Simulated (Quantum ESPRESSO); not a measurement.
## Band energies of CsCdF3

```xyz
5
Lattice="4.4868 0.0000 0.0000 0.0000 4.4868 0.0000 0.0000 0.0000 4.4868" Properties=species:S:1:pos:R:3 pbc="T T T"
F      0.0000     2.2434     2.2434
F      2.2434     0.0000     2.2434
F      2.2434     2.2434     0.0000
Cd     2.2434     2.2434     2.2434
Cs     0.0000     0.0000     0.0000
```

norm-conserving PBEsol (Quantum ESPRESSO, 102 Ry, scalar-relativistic); path ΓXMΓRX,MR; energies in eV from the valence-band maximum.

```
k (1/Å)  point  band 21  band 22  band 23  band 24  band 25  band 26  band 27  band 28
-------  -----  -------  -------  -------  -------  -------  -------  -------  -------
0.00         Γ    -1.43    -1.43    -1.09    -1.09    -1.09     3.23     7.48     7.48
0.23              -1.42    -1.42    -1.27    -1.11    -1.11     3.71     7.68     7.81
0.70         X    -1.58    -1.45    -1.45    -1.11    -1.11     5.66     7.45     8.32
0.93              -1.49    -1.43    -1.18    -1.11    -0.98     5.82     7.78     8.62
1.40         M    -1.36    -1.23    -1.23    -1.04     0.00     6.40     8.97     9.56
1.73              -1.38    -1.31    -1.28    -1.14    -0.50     5.75     8.32     9.43
1.90              -1.47    -1.39    -1.31    -1.21    -0.85     4.94     8.14     8.80
2.23              -1.42    -1.42    -1.21    -1.10    -1.07     3.48     7.60     7.65
2.39         Γ    -1.43    -1.43    -1.09    -1.09    -1.09     3.23     7.48     7.48
2.56              -1.44    -1.41    -1.24    -1.08    -1.08     3.50     7.64     7.64
2.74              -1.45    -1.45    -1.35    -1.04    -1.04     4.18     8.07     8.07
3.08              -1.20    -1.20    -1.19    -0.76    -0.76     5.85     8.43     8.43
3.26              -1.11    -1.07    -1.07    -0.41    -0.41     6.49     7.81     7.81
3.60         R    -1.00    -1.00    -1.00     0.00     0.00     7.12     7.12     7.12
3.89              -1.10    -1.09    -1.03    -0.43    -0.16     6.72     7.58     7.62
4.03              -1.19    -1.17    -1.06    -0.82    -0.36     6.43     8.01     8.06
4.31              -1.45    -1.32    -1.19    -1.10    -0.95     5.89     7.88     8.74
4.59         X    -1.58    -1.45    -1.45    -1.11    -1.11     5.66     7.45     8.32
4.59         M    -1.36    -1.23    -1.23    -1.04     0.00     6.40     8.97     9.56
4.94              -1.11    -1.11    -1.04    -0.89     0.00     6.64     7.94     7.94
5.29         R    -1.00    -1.00    -1.00     0.00     0.00     7.12     7.12     7.12
```

The PBEsol gap is indirect, 3.23 eV, from R to Γ; the smallest direct gap is 4.31 eV.

Spin-orbit splittings are left out. The cell is held in this high symmetry; tilts and polar distortions were not searched.

Geometry of the Materials Project entry, not relaxed at this level.

The structure is a Materials Project entry; no match was found in the copy of COD used, and its stability was not checked.
